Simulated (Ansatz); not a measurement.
## Notes on Co₃Mo

```
Co Mo
1.0
     2.55611    4.42730    0.00000
    -2.55611    4.42730    0.00000
     0.00000    0.00000    4.08548
Co Mo
6 2
Direct
  0.83300 0.83300 0.25000
  0.16700 0.66600 0.75000
  0.33400 0.83300 0.25000
  0.16700 0.16700 0.75000
  0.83300 0.33400 0.25000
  0.66600 0.16700 0.75000
  0.33330 0.33340 0.25000
  0.66660 0.66670 0.75000
```

The numbers come from plane-wave PAW DFT (Ansatz): r2SCAN, no spin polarisation, 500 eV, 6×6×6 Γ-centred k points, gaussian occupations (width 0.018 eV). Nothing was relaxed.

(1) Describe some of the short contacts.

(2) Where is the largest force?

(3) Give the Bader charges.

(4) What does the stress say?

(5) Metal or insulator?

(6) Is it stable against the elements?

Origin: a known structure type with other elements, at an estimated volume, so it need not be a known compound. Caveats: no spin polarisation, so a magnetic state may lie lower.

## Answers

(1) Co–Mo at 2.52 Å: least valence density 0.42 e/Å³ and ELF 0.31 there. Co–Co at 2.52 Å: least valence density 0.34 e/Å³ and ELF 0.31 there. Both are smooth PAW fields, read partly inside the augmentation spheres.

(2) The largest is on Co2 (and as large on other atoms): 0.74 eV/Å, components (-0.64, 0.37, 0.00). It makes 126° with the line to a nearest neighbour, Mo7 at 2.52 Å.

(3) Bader charges in e: Co -0.24, Mo +0.73. In the mean Mo gives up most and Co takes most, against the order of Pauling's electronegativities.

(4) The pressure is -8.7 GPa (compression positive), so with the atoms held at these fractions the cell would first shrink.

(5) It is a metal, with about 8.4 states/eV a cell as the mean within 0.25 eV of the Fermi level, mostly Co d (93 %).

(6) 0.17 eV an atom against the elements' usual phases (free molecules for gases, crystals otherwise, with no correction for O₂ or N₂), so at this geometry it isn't bound against them. Relaxing would lower it.
